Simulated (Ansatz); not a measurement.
LaIn₂ in space group Imma (No. 74; La on 4e, In on 8h), PBE in the plane-wave PAW code Ansatz, all energies at zero smearing, with the estimated change up to a 700 eV cutoff added, with one set of potentials and settings (totals compare only within such a set). Cell of 6 atoms (2 La, 4 In): -34894.703 eV.

```json
[
 {"element": "La", "reference phase": "P6_3/mmc, 4 atoms in the cell", "E (eV/atom)": "-6250.0953"},
 {"element": "In", "reference phase": "I4/mmm, 1 atoms in the cell", "E (eV/atom)": "-5597.8481"}
]
```

Formation energy per atom, worked out: (-34894.703 − 2×(-6250.0953) − 4×(-5597.8481))/6 = -0.520 eV/atom (-50 kJ per mol of atoms), at 0 K, without zero-point energy or fitted corrections.

The first step of the workflow began from a Materials Project structure, measured or hypothetical; the Crystallography Open Database copy checked does not list it. Its standing as an ambient phase is unchecked. The PBE relaxation kept the symmetry of its start; its stability against distortions is not shown here. The references are the lowest solids computed at this level, not always the standard phases. Spin–orbit coupling is left out wherever it is not named.

Potentials: the later of the program's two PAW sets.
